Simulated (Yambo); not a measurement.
```
NaLuO2
1.0
    1.63985     0.94677     5.45019
   -1.63985     0.94677     5.45019
    0.00000    -1.89353     5.45019
O Na Lu
2 1 1
Direct
  0.23738   0.23738   0.23738
  0.76262   0.76262   0.76262
  0.00000   0.00000   0.00000
  0.50000   0.50000   0.50000
```

Response from Yambo on PBEsol (Quantum ESPRESSO, PseudoDojo norm-conserving, 100 Ry, no spin-orbit coupling) bands: 8×8×8 mesh, 52 bands, 4 Ry local-field block, 0.2 eV broadening.

### Question
Give the static electronic dielectric constant without and with local fields along each axis.

### Answer
```
field along  ε(0), independent particles  ε(0), RPA with local fields  refractive index √ε
-----------  ---------------------------  ---------------------------  -------------------
x                                   4.48                         4.10                 2.02
z                                   3.98                         3.05                 1.75
```
Electronic (clamped-ion) response only. PBEsol gaps are usually too small, which raises these values. Convergence of the RPA response with its 8×8×8 mesh was not tested. x, y and z are Cartesian axes of the cell as given.

Geometry strained from the cell relaxed with PBEsol, atoms relaxed again.

The structure is a Materials Project entry; no match was found in the copy of COD used, and its stability was not checked.
